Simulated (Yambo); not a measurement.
Yambo run on LiBr (wurtzite, space group P6_3mc, No. 186). The wavefunctions come from this Quantum ESPRESSO step (LDA, PseudoDojo standard norm-conserving files, scalar-relativistic):

```
&CONTROL
  calculation = 'nscf'
  pseudo_dir = './pseudo'
  outdir = './out'
/
&SYSTEM
  ibrav = 0
  nat = 4
  ntyp = 2
  ecutwfc = 74.0
  ecutrho = 296.0
  occupations = 'fixed'
  force_symmorphic = .true.
  nbnd = 176
/
&ELECTRONS
  conv_thr = 4e-09
  diago_full_acc = .true.
  diago_thr_init = 1e-08
/
ATOMIC_SPECIES
Li 6.9400 Li.upf
Br 79.9040 Br.upf
CELL_PARAMETERS angstrom
  4.045604548332   0.000000000000   0.000000000000
 -2.022802274166   3.503596312521   0.000000000000
  0.000000000000   0.000000000000   6.482109265000
ATOMIC_POSITIONS crystal
Li   0.666666667000   0.333333333000   0.877828486300
Li   0.333333333667   0.666666666333   0.377828486300
Br   0.666666667000   0.333333333000   0.497171513700
Br   0.333333333667   0.666666666333   0.997171513700
K_POINTS automatic
3 3 2 0 0 0
```

Yambo input:

```
rim_cut
gw0
dyson
el_el_corr
HF_and_locXC
ppa
em1d
RandQpts= 1000000
RandGvec= 1 Ry
EXXRLvcs= 74 Ry
VXCRLvcs= 296 Ry
Chimod= "HARTREE"
% BndsRnXp
 3 | 174 |
%
NGsBlkXp= 8 Ry
% LongDrXp
 1.0 | 1.0 | 1.0 |
%
PPAPntXp= 27.2114 eV
% GbndRnge
 1 | 174 |
%
GTermKind= "BG"
DysSolver= "n"
ExtendOut
% QPkrange
 1 | 1 | 10 | 11 |
 2 | 2 | 10 | 11 |
%
```

k points by index: 1 = Γ, 2 = A.

Table of the .qp output:

```
#    K-point    Band    Eo [eV]    E [eV]    E-Eo [eV]    Vxc [eV]    Vnlxc [eV]    Sc|Eo [eV]    Sc|E [eV]    dSc/dw|Eo [eV]    Re(Z)    Im(Z)
#
    1    10    0.000000    -1.682808    -1.682808    -13.06137    -16.72458    1.611395    1.980407    -5.966622    0.820161    -0.001242
    1    11    4.815951    5.803068    0.987117    -7.822782    -3.536897    -3.131415    -3.298768    -4.612796    0.855052    -0.001117
    2    10    -0.302522    -2.042376    -1.739855    -12.85686    -16.65516    1.674699    2.058441    -6.001351    0.819304    -0.001238
    2    11    6.196336    7.269265    1.072929    -8.306786    -3.832031    -3.212678    -3.401827    -4.796583    0.850142    -0.001161
```
(The two width columns are left out.) Convergence of these settings isn't established.

Spin-orbit coupling is not included.

Geometry relaxed with LDA.

This is not the ordinary phase of the substance; no match was found in the copy of COD used, and its stability was not checked.
